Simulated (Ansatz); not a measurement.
Given:

CaFe$_{2}$P$_{2}$:
```cif
data_CaFe2P2
_chemical_formula_sum 'Ca1 Fe2 P2'
_space_group_name_H-M_alt 'P 1'
_space_group_IT_number 1
_cell_length_a 5.65992
_cell_length_b 5.65992
_cell_length_c 5.65992
_cell_angle_alpha 140.812
_cell_angle_beta 140.812
_cell_angle_gamma 56.623
loop_
_space_group_symop_operation_xyz
  'x, y, z'
loop_
_atom_site_label
_atom_site_type_symbol
_atom_site_fract_x
_atom_site_fract_y
_atom_site_fract_z
_atom_site_occupancy
Ca1 Ca 0.00000 0.00000 0.00000 1
Fe1 Fe 0.25000 0.75000 0.50000 1
Fe2 Fe 0.75000 0.25000 0.50000 1
P1 P 0.64322 0.64322 0.00000 1
P2 P 0.35678 0.35678 0.00000 1
```

This is the r²SCAN-relaxed structure.

Question: All from r²SCAN in the plane-wave PAW code Ansatz, unless another level is named. Estimate the electronic character.

Answer: metallic (no gap).

Question: Give the density of states at the Fermi level.

Answer: 0.33 states/eV per atom (mean over ±0.08 eV).

Question: Next, the formation energy from the elements (no fitted shifts)?

Answer: -0.73 eV/atom.

Space group I4/mmm. The workflow started from a Materials Project entry (that database holds measured and hypothetical structures alike); the Crystallography Open Database files this formula in space group No. 139, but the cells were not matched. Whether it is the stable phase at ambient conditions was not checked. The cell was relaxed with r²SCAN under the symmetry of its start; whether a distortion lowers the energy is not shown. No spin polarisation was allowed. The references are the lowest solids computed at this level, not always the standard phases.

Potentials: the later of the program's two PAW sets.
